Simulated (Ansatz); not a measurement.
Structures of YTl: which is lowest?

Plane-wave DFT in Ansatz with scalar-relativistic PAW potentials, cutoff 420 eV, Γ-centred meshes chosen by cell and gap, Gaussian smearing with energies taken to zero width. Every cell was relaxed (cell and atoms) in a run of its own, within the symmetry of its start. Functional: PBEsol.

Relaxed structures (starts from databases or built by putting these elements on another compound's sites):
A. Pm-3m, 2 atoms in the computed cell, a = 3.736 Å; sites (symmetry × multiplicity) Y m-3m × 1, Tl m-3m × 1; start: database
B. R-3m, 2 atoms in the computed cell, a = 3.720 Å, c = 14.073 Å; sites (symmetry × multiplicity) Tl -3m × 3, Y -3m × 3; start: built

Question: Rank them by energy. Could pressure change the order?

Answer:
```csv
structure,group,E − E(lowest) (meV/atom),V (Å³/atom),gap on mesh (eV)
A,Pm-3m,0.0,26.07,0.00
B,R-3m,114,28.11,0.00
```

A is lowest, 114 meV/atom under B. The lowest is also the densest of these, so pressure wouldn't bring one of the others in at first order. Other structures may lie lower than all of these, and vibrations aren't counted.

Spin-orbit coupling is left out, which matters for the bands of heavy elements. For Tl, Pb and Bi spin-orbit coupling shifts energies too.